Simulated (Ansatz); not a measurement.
BeSe:
```
CELL_PARAMETERS angstrom
      6.22906     0.00000     0.00000
      0.00000     6.22906     0.00000
      0.00000     0.00000     3.64518
ATOMIC_POSITIONS crystal
  Be 0.33093 0.66907 0.00000
  Be 0.66907 0.33093 0.00000
  Be 0.83093 0.83093 0.50000
  Be 0.16907 0.16907 0.50000
  Se 0.30921 0.30921 0.00000
  Se 0.69079 0.69079 0.00000
  Se 0.19079 0.80921 0.50000
  Se 0.80921 0.19079 0.50000
```

Relaxed with PBEsol.

Question: Give the optical modes at the zone centre with their infrared activity from DFPT, plane-wave PAW PBEsol (Ansatz code).

Answer: Transverse frequencies, without the LO–TO term; a row sums one degenerate level.

| ω (cm⁻¹) | degeneracy | IR ((D/Å)²/amu) | activity | symmetry |
|---|---|---|---|---|
| 38 | 1 | 0.00 | IR-inactive | B1g |
| 89 | 2 | 0.00 | IR-inactive | Eg |
| 137 | 1 | 0.00 | IR-inactive | B1u |
| 145 | 1 | 0.00 | IR-inactive | A1g |
| 163 | 1 | 0.00 | IR-inactive | A2g |
| 182 | 2 | 0.05 | IR | Eu |
| 233 | 1 | 0.00 | IR-inactive | B2g |
| 389 | 1 | 0.00 | IR-inactive | A2g |
| 408 | 1 | 0.00 | IR-inactive | B1g |
| 460 | 2 | 44.69 | IR | Eu |
| 485 | 1 | 0.00 | IR-inactive | B1u |
| 516 | 2 | 0.00 | IR-inactive | Eg |
| 533 | 1 | 0.00 | IR-inactive | A1g |
| 539 | 2 | 13.00 | IR | Eu |
| 552 | 1 | 23.93 | IR | A2u |
| 566 | 1 | 0.00 | IR-inactive | B2g |

Question: How high does the top mode go among those that the LO–TO term moves?

Answer: 569 cm⁻¹ for q along x, 569 cm⁻¹ for q along y, 606 cm⁻¹ for q along z.

Space group P4_2/mnm. The start of the workflow was typed in or built on a structure type; neither database checked (COD, Materials Project) lists it. COD files the formula under space group No. 216. Its standing as an ambient phase is unchecked. The PBEsol relaxation kept the symmetry of its start; whether a distortion lowers the energy is not shown.

Potentials: the earlier of the program's two PAW sets. The files were generated under PBE; for other functionals the program regenerates the frozen cores, and for LDA and PBEsol the local potential too.
